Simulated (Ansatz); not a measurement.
Sb (hcp (Mg type), P6_3/mmc) at seven volumes, r²SCAN+D4 (plane waves, PAW; program Ansatz), shape and atoms relaxed at each. One row is withheld.

```json
[
 {"V (Å³/atom)": "24.243", "P (GPa)": "7.64"},
 {"V (Å³/atom)": "25.042", "P (GPa)": "?"},
 {"V (Å³/atom)": "25.841", "P (GPa)": "2.14"},
 {"V (Å³/atom)": "26.641", "P (GPa)": "0.00"},
 {"V (Å³/atom)": "27.440", "P (GPa)": "-1.79"},
 {"V (Å³/atom)": "28.239", "P (GPa)": "-3.25"},
 {"V (Å³/atom)": "29.038", "P (GPa)": "-4.47"}
]
```

Problem. Fit the shown pressures and predict the withheld one.

Solution. P = (3/2)B₀(x^(7/2) − x^(5/2))[1 + (3/4)(B′ − 4)(x − 1)] with x = (V₀/V)^(2/3). Least squares on the six rows gives V₀ = 26.642 Å³/atom, B₀ = 64.3 GPa, B′ = 4.90. At V = 25.042, x = 1.0422 and P = 4.64 GPa. The run itself gave 4.68 GPa.

The workflow started from an entry of the Crystallography Open Database (COD), which files this formula under 5 space groups. It is not the phase usual at ambient conditions (space group No. 166). The r²SCAN+D4 relaxation kept the symmetry of its start; its stability against distortions is not shown here. Scalar-relativistic: spin–orbit coupling is off unless named, which matters more the heavier the elements.

Potentials: the later of the program's two PAW sets.
